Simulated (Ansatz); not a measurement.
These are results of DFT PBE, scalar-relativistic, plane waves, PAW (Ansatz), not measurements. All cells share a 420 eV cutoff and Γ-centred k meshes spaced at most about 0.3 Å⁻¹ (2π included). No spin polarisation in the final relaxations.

All energies are static (0 K, no zero-point motion).

Two relaxed structures of AlB₂P₃:

1.

```xyz
6
Lattice="-1.6972 1.6972 7.5433 1.6972 -1.6972 7.5433 1.6972 1.6972 -7.5433" Properties=species:S:1:pos:R:3 pbc="T T T"
Al    0.0000    0.0000    0.0000
B     0.0000    0.0000   10.2045
B     0.0000    0.0000    4.8821
P     1.6972    0.0000    5.9778
P     1.6972    0.0000    1.5655
P     0.0000    1.6972    3.7716
```

2.

```xyz
6
Lattice="3.4154 0.0000 0.0000 -1.7077 2.9578 0.0000 0.0000 0.0000 8.6496" Properties=species:S:1:pos:R:3 pbc="T T T"
Al    0.0000    1.9719    5.8015
B     0.0000    0.0000    0.1671
B     1.7077    0.9859    2.7573
P     0.0000    0.0000    2.1386
P     1.7077    0.9859    4.7327
P     0.0000    1.9719    8.1893
```

Task: Which would you expect to be lower, and how large is the difference?

Result: Cell 1 is lower, by 42 meV/atom. Cell 1 has Al and B ordered on zinc blende sites, space group I-4m2 (No. 119), 14.5 Å³/atom and a gap of 0.63 eV on its mesh; cell 2 has Al and B ordered on zinc blende sites, space group P3m1 (No. 156), 14.6 Å³/atom and a gap of 0.22 eV. Counting P atoms around Al and B (those within 1.25 times the shortest such distance or 1.15 times the sum of covalent radii), cell 1 and cell 2 both have Al 4, B 4. Both come from invented guesses.

Kohn–Sham gaps at this level usually fall short of measured ones. With atoms moved at random, P3m1 came back. Other cells relaxed within their symmetry can be saddle points.
